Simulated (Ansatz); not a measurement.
A relaxed cell of Ge₃PtS₄ is given with its symmetry left out. The cell was found from a structure generator's guess, not taken from experiment.

The calculation used DFT PBE, scalar-relativistic, plane waves, PAW (Ansatz 0.2.0). Cutoff 420 eV, Γ-centred mesh, Gaussian smearing, no spin polarisation.

```cif
data_structure
_symmetry_space_group_name_H-M 'P 1'
_symmetry_Int_Tables_number 1
_cell_length_a 5.6412
_cell_length_b 5.6412
_cell_length_c 5.6412
_cell_angle_alpha 109.471
_cell_angle_beta 109.471
_cell_angle_gamma 109.471
_cell_volume 138.20
loop_
_atom_site_label
_atom_site_type_symbol
_atom_site_fract_x
_atom_site_fract_y
_atom_site_fract_z
_atom_site_occupancy
Ge1 Ge 0.00000 0.50000 0.50000 1
Ge2 Ge 0.50000 0.00000 0.50000 1
Ge3 Ge 0.50000 0.50000 0.00000 1
Pt1 Pt 0.00000 0.00000 0.00000 1
S1 S 0.50000 0.00000 0.00000 1
S2 S 0.00000 0.50000 0.00000 1
S3 S 0.00000 0.00000 0.50000 1
S4 S 0.50000 0.50000 0.50000 1
```

The zero of energy is the elements' standard structures at the same level; no fitted shifts are applied.

(1) Find its symmetry and describe it.

(2) How far does it lie from the elements in energy?

(3) Is it a metal?

(4) From what recipe could a structure generator have reached it?

## Answers

(1) Im-3m (No. 229), with Ge and Pt ordered on caesium chloride sites. Conventional cell: a = 6.514 Å. Around Ge lie 8 S at 2.82 Å, 2 Pt at 3.26 Å and 4 Ge at 3.26 Å; Pt is surrounded by 8 S at 2.82 Å and 6 Ge at 3.26 Å; S is surrounded by 2 Pt at 2.82 Å, 6 Ge at 2.82 Å and 6 S at 3.26 Å.

(2) +0.25 eV/atom. A positive value: parting into the elements would lower its energy.

(3) Yes, bands cross the Fermi level on the 8×8×8 mesh.

(4) One such recipe: ordered mixture on the cation sites of caesium chloride (Im-3m, No. 229). Other recipes can lead to the same cell.

The last run used an 8×8×8 mesh for its 8-atom cell and Gaussian smearing of 0.10 eV. These runs have no spin–orbit coupling, which can matter for Pt. The reference form of S is held partly by dispersion forces, which this level lacks. A structure relaxed within its symmetry needn't be a true minimum.
